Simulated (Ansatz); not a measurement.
# Two states of GdMg

```yaml
crystal:
  lattice:
    - [7.66591, 0.00000, 0.00000]
    - [0.00000, 3.83295, 0.00000]
    - [0.00000, 0.00000, 3.83295]
  atoms:
    - { symbol: Mg, position: [0.25000, 0.50000, 0.50000] }
    - { symbol: Mg, position: [0.75000, 0.50000, 0.50000] }
    - { symbol: Gd, position: [0.00000, 0.00000, 0.00000] }
    - { symbol: Gd, position: [0.50000, 0.00000, 0.00000] }
```

The numbers come from plane-wave PAW DFT (Ansatz): r2SCAN, 500 eV, 3×6×6 Γ-centred k points, fermi-dirac occupations (width 0.1 eV). Nothing was relaxed.

State A: Gd3 up, Gd4 up (collinear spin). State B: Gd3 up, Gd4 down (collinear spin).

Question: Compare the two self-consistent states.

Answer: State A is lower by 8.3 meV an atom at zero smearing; in free energy at this smearing B lies +3.1 meV an atom from A. So small a gap isn't resolved on this mesh where a state is a metal.

```tsv
state	free energy (meV/atom)	largest moment in a small sphere (μB)	net moment (μB/cell)	gap on mesh (eV)	pressure (GPa)	largest force (eV/Å)
A	0.0	7.40	15.75	metal	0.1	0.00
B	3.1	7.39	0.00	metal	-0.1	0.00
```

Origin: a database entry at a rescaled volume. Caveats: f shells without a U or exact exchange are poorly placed.
